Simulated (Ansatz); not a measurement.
Starting cell, CuI (zinc blende):

```xyz
2
Lattice="0.0000 3.0397 3.0397 3.0397 0.0000 3.0397 3.0397 3.0397 0.0000" Properties=species:S:1:pos:R:3 pbc="T T T"
I      4.5595     4.5595     4.5595
Cu     0.0000     0.0000     0.0000
```

Scan: atom 1 (I, nearest neighbour Cu at 2.632 Å; its periodic images, 4.3 Å or more away, move with it) is displaced along Cartesian x, direction (1.000, 0.000, 0.000) in Cartesian axes, by s. The other atoms stay.

These are PBE (plane waves to 420 eV, PAW, scalar-relativistic; Ansatz, a quantum-chemistry and plane-wave program) values and carry that method's errors. k mesh 8×8×8 (Γ-centred), Fermi-Dirac smearing 0.05 eV. F∥ is the force on the atom along that direction. CuI is run without spin polarisation. CuI was relaxed with its symmetry unable to fall. Spin-orbit coupling is left out, though I is heavy. 

| s (Å) | F∥ (eV/Å) |
|---|---|
| -0.790 | 1.829 |
| -0.632 | 1.532 |
| -0.474 | 1.151 |
| -0.316 | 0.754 |
| -0.158 | 0.371 |
| 0.000 | 0.000 |
| 0.158 | -0.371 |
| 0.316 | -0.754 |
| 0.474 | -1.151 |
| 0.632 | -1.532 |
| 0.790 | -1.829 |

What is the force constant k = d²E/ds² of this move at s = 0?

2.33 eV/Å². The forces along the line at the two nearest points give (0.371 − (-0.371)) / (2·0.158) = 2.35 eV/Å²; the next pair corrects for the finite step.

With two atoms in the cell this is the zone-centre optical mode. What wavenumber follows (transverse: no LO-TO term)?

122 cm⁻¹. Reduced mass μ = 42.34 u; ν̃ = 521.5·√(k/μ) with k = 2.33 eV/Å².

(For displaced atoms, the force is minus the slope of the energy, and its curvature is a force constant, which sets phonon frequencies.)
